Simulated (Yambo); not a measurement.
G0W0@PBEsol for NaLiZnS$_{2}$ (space group P3m1, No. 156) in Yambo. Reference settings: 3×3×2 Γ-centred k mesh, bands 7 to 176 and a 8 Ry block in the screening, 176 bands in G with the Bruneval-Gonze terminator, plasmon pole fitted at 27.2 eV. The PBEsol gap Γ → Γ on this mesh is 1.70 eV; G0W0 gaps are taken between the same points.

The settings were changed. The gap went from 3.31 eV to 3.34 eV, and the shift of the valence edge from -1.12 eV to -0.98 eV.

Question: What was changed between the two runs?
(A) 82 bands in W
(B) 68 bands in G
(C) pole fitted at 40 eV
(D) no random integration

Answer: A, 82 bands in W. The others gave (gap, valence shift): 68 bands in G: 3.31, -1.07 eV; no random integration: 3.25, -0.91 eV; pole fitted at 40 eV: 3.32, -1.17 eV.

Geometry of the Materials Project entry, not relaxed at this level; primitive cell a = b = 3.9821 Å, c = 6.8239 Å, α = β = 90.00°, γ = 120.00°.

The structure is a Materials Project entry; no match was found in the copy of COD used, and its stability was not checked.

A shift is the quasiparticle energy of the state minus its PBEsol energy.
